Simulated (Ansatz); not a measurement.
# Relaxing a structure of TiC

The start is a relaxed TiC cell displaced along its unstable phonon at q = (0, ½, 0) of its primitive reciprocal cell (202i cm⁻¹), largest move 0.15 Å. A full variable-cell relaxation at zero pressure is run with r2SCAN (plane waves to 500 eV, PAW, scalar-relativistic; Ansatz, a first-principles code). The first steps use a coarse 6×6×12 k-mesh.

Initial structure:
```yaml
crystal:
  lattice:
    - [5.39605, 0.00000, 0.00000]
    - [0.00000, 5.77477, 0.00000]
    - [0.00000, 0.00000, 2.77542]
  atoms:
    - { symbol: C, position: [0.01611, 0.25000, 0.54404] }
    - { symbol: C, position: [0.98389, 0.75000, 0.45596] }
    - { symbol: C, position: [0.51611, 0.25000, 0.45596] }
    - { symbol: C, position: [0.48389, 0.75000, 0.54404] }
    - { symbol: Ti, position: [0.75000, 0.00000, 0.76113] }
    - { symbol: Ti, position: [0.75000, 0.50000, 0.76113] }
    - { symbol: Ti, position: [0.25000, 0.00000, 0.23887] }
    - { symbol: Ti, position: [0.25000, 0.50000, 0.23887] }
```

Question: Which atoms feel the largest initial force, and how large is it?

Answer: 0.23 eV/Å, on C1, C2, C3, C4 (atoms numbered as listed).

Question: How does the volume per atom move from start to end?

Answer: -0.7 %, from 10.81 to 10.73 Å³/atom.

Question: Does it find its way back to the structure it was made from?

Answer: It does not go back: it reaches P6₃/mmc (No. 194), NiAs type, 0.41 eV/atom below the parent.

Question: How do the shortest distances between atoms change?

Answer: The closest pairs of elements (up to four, under 3.6 Å), start → end: C–Ti 2.10 → 2.21 Å; Ti–Ti 2.78 → 2.68 Å; C–C 2.71 → 3.04 Å.

Question: Write out the relaxed structure.

Answer: 
Space group P6₃/mmc (No. 194); a = b = 3.041 Å, c = 5.359 Å, α = β = 90.00°, γ = 120.00°

| atom | site | symmetry | x | y | z |
|---|---|---|---|---|---|
| C | 2d | -6m2 | 0.6667 | 0.3333 | 0.2500 |
| Ti | 2a | -3m. | 0.0000 | 0.0000 | 0.0000 |

Final values are on a 18×18×9 k-mesh of the relaxed cell. No spin polarisation in the result.

The run could not lose the symmetry of its start: the end is stationary, and may be a saddle point rather than a minimum.

The relaxed structure here is a generated cell of TiC: the first start was made by placing the elements on the sites of a structure type, and the end was not matched to a known phase here, so it may be hypothetical. Known forms of TiC include space group No. 225.
